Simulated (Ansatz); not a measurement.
VN in space group P-6m2 (No. 187; V on 1a, N on 1f), DFT-PBE in the program Ansatz with PAW potentials, all energies at zero smearing, with the estimated change up to a 700 eV cutoff added, with one set of potentials and settings (totals compare only within such a set). Cell of 2 atoms (1 V, 1 N): -3298.752 eV.

| element | reference phase | E (eV/atom) |
|---|---|---|
| V | Im-3m, 1 atoms in the cell | -2912.4140 |
| N | Pa-3, 8 atoms in the cell | -384.0325 |

Formation energy per atom, worked out: (-3298.752 − 1×(-2912.4140) − 1×(-384.0325))/2 = -1.153 eV/atom (-111 kJ per mol of atoms), at 0 K, without zero-point energy or fitted corrections.

The cell is a constructed one: a structure type filled with these elements; the Crystallography Open Database copy checked does not list it. It is not the phase usual at ambient conditions (space group No. 225). The cell was relaxed with PBE under the symmetry of its start; its stability against distortions is not shown here. The workflow began spin-polarised and lost its moments. The references are the lowest solids computed at this level, not always the standard phases (solids in place of the gases).

Potentials: the later of the program's two PAW sets.
